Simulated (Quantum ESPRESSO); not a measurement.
Space group F-43m (No. 216); a = b = c = 6.278 Å, α = β = γ = 90.00°

| atom | site | symmetry | x | y | z |
|---|---|---|---|---|---|
| Al | 4a | -43m | 0.0000 | 0.0000 | 0.0000 |
| Sb | 4d | -43m | 0.7500 | 0.7500 | 0.7500 |
(The calculation used a cell of 2 atoms; values per cell refer to that cell.)

The PBEsol cell relaxed from Materials Project entry mp-2624 was given an isotropic strain of +2 % on all lattice vectors, and the atoms were relaxed again.

### Question
What does PBEsol (Quantum ESPRESSO, PseudoDojo norm-conserving, 80 Ry, no spin-orbit coupling) give for the electronic structure near the Fermi level?

### Answer
The PBEsol gap is direct, 1.02 eV at Γ. Spin-orbit coupling is left out, which matters for elements this heavy: edges can move by tenths of an eV.
